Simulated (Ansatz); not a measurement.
SrO (rock salt)

```yaml
crystal:
  lattice:
    - [0.00000, 2.59750, 2.59750]
    - [2.59750, 0.00000, 2.59750]
    - [2.59750, 2.59750, 0.00000]
  atoms:
    - { symbol: O, position: [0.00000, 0.00000, 0.00000] }
    - { symbol: Sr, position: [0.50000, 0.50000, 0.50000] }
```

In this cell atom 2 (Sr, nearest neighbour O at 2.598 Å; its periodic images, 3.7 Å or more away, move with it) is moved by u·(1.000, 0.000, 0.000) + v·(0.000, 1.000, 0.000); the rest is frozen.

All values below come from PBE (plane waves to 420 eV, PAW, scalar-relativistic; Ansatz, an electronic-structure program). k mesh 9×9×9 (Γ-centred), Fermi-Dirac smearing 0.05 eV. Energies are smeared free energies. Points where atoms come too close for the PAW data are left out (x in tables, blank in figures). SrO was relaxed with its symmetry unable to fall. ΔE is measured from the undisplaced structure. Axes are in Å.

### Question
Estimate the ΔE (meV/cell) for all points of the grid u = -0.650, -0.325, 0.000, 0.325, 0.650 by v = -0.650, -0.325, 0.000, 0.325, 0.650.

### Answer
ΔE (meV/cell), with u across and v down:

```
v \ u   -0.650  -0.325  0.000  0.325  0.650
------  ------  ------  -----  -----  -----
-0.650    1462    1059      x   1059   1462
-0.325    1059     248    137    248   1059
0.000        x     137      0    137      x
0.325     1059     248    137    248   1059
0.650     1462    1059      x   1059   1462
```

(For displaced atoms, the force is minus the slope of the energy, and its curvature is a force constant, which sets phonon frequencies.)
